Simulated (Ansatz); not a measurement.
Sn₂SeS₃: zone-centre modes

Theory: DFT PBE, scalar-relativistic, plane waves, PAW (Ansatz 0.2.0). Plane waves to 420 eV; Γ-centred k mesh 10×10×4; Fermi-Dirac smearing of 0.15 eV. No spin polarisation. Phonons by linear response, acoustic sum rule imposed.

The cell, relaxed at this level:
```yaml
crystal:
  lattice:
    - [3.85369, 0.00000, 0.00000]
    - [0.00000, 3.85369, 0.00000]
    - [0.00000, 0.00000, 9.02297]
  atoms:
    - { symbol: Sn, position: [0.50000, 0.00000, 0.68917] }
    - { symbol: Sn, position: [0.00000, 0.50000, 0.31083] }
    - { symbol: Se, position: [0.50000, 0.50000, 0.00000] }
    - { symbol: S, position: [0.50000, 0.00000, 0.38172] }
    - { symbol: S, position: [0.00000, 0.50000, 0.61828] }
    - { symbol: S, position: [0.00000, 0.00000, 0.00000] }
```

It was reached by relaxing an invented guess, and it needn't be the stable form of this composition. In a metal, frequencies depend on the k mesh and the smearing, soft modes most. Spin–orbit coupling is left out, which matters for heavy elements. A semilocal functional can close a gap that the real compound has. No dispersion correction is applied, so modes and constants that involve weak contacts between layers, chains or molecules come out too soft.

Optical modes at Γ:
```
frequency (THz)  degeneracy
           0.49           2
           0.75           2
           1.35           1
           1.74           1
           2.66           1
           3.23           2
           3.75           2
           4.10           1
           5.53           2
           5.67           1
```

All 15 optical modes at Γ are real: no displacement of atoms at fixed cell lowers the energy to second order. Strains and modes at other wave vectors aren't tested by this run.
